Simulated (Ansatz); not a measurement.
Relaxed-ion elastic tensor of CdSe (wurtzite, space group No. 186) in GPa (Voigt order), DFT-PBE in the program Ansatz with PAW potentials; density 5.34 g/cm³, 29.75 Å³ per atom.

|  | 1 | 2 | 3 | 4 | 5 | 6 |
|---|---|---|---|---|---|---|
| 1 | 65.4 | 37.2 | 30.7 | 0.0 | 0.0 | 0.0 |
| 2 | 37.2 | 65.4 | 30.7 | 0.0 | 0.0 | 0.0 |
| 3 | 30.7 | 30.7 | 73.5 | 0.0 | 0.0 | 0.0 |
| 4 | 0.0 | 0.0 | 0.0 | 12.7 | 0.0 | 0.0 |
| 5 | 0.0 | 0.0 | 0.0 | 0.0 | 12.7 | 0.0 |
| 6 | 0.0 | 0.0 | 0.0 | 0.0 | 0.0 | 14.1 |

Problem. Is the crystal mechanically stable?

Solution. Yes: the smallest eigenvalue of C is 12.7 GPa.

Problem. Work out the Voigt, Reuss and Hill averages.

Solution. K_V = 44.6, K_R = 44.6, K_H = 44.6; G_V = 14.9, G_R = 14.4, G_H = 14.7 GPa.

Problem. Give Young's modulus, Poisson's ratio, Pugh's ratio and the universal anisotropy index.

Solution. E = 9KG/(3K + G) = 39.7 GPa; ν = 0.35; K/G = 3.04 (ductile by the Pugh limit of 1.75); A_U = 5G_V/G_R + K_V/K_R − 6 = 0.18.

Problem. Estimate the sound speeds and the Debye temperature.

Solution. v_l = √((K + 4G/3)/ρ) = 3470 m/s, v_t = √(G/ρ) = 1660 m/s, mean 1860 m/s; Θ = (h/k)(3n/4πV)^(1/3) v_m = 179 K.

Problem. Solve the Christoffel equation for the three sound speeds along x, y, z.

Solution. Eigenvalues of C_ijkl n_j n_l equal ρv² (piezoelectric stiffening left out). In km/s, slowest first: x 1.54, 1.62, 3.50; y 1.54, 1.62, 3.50; z 1.54, 1.54, 3.71.

Problem. How much does each axis shrink under pressure?

Solution. Linear compressibilities β_i = Σ_j S_ij (j = 1 to 3): x 7.6, y 7.6, z 7.3 per TPa.

Space group P6_3mc (wurtzite). The PBE relaxation kept the symmetry of its start; phonons on a q-mesh show no instability.

Potentials: the later of the program's two PAW sets.
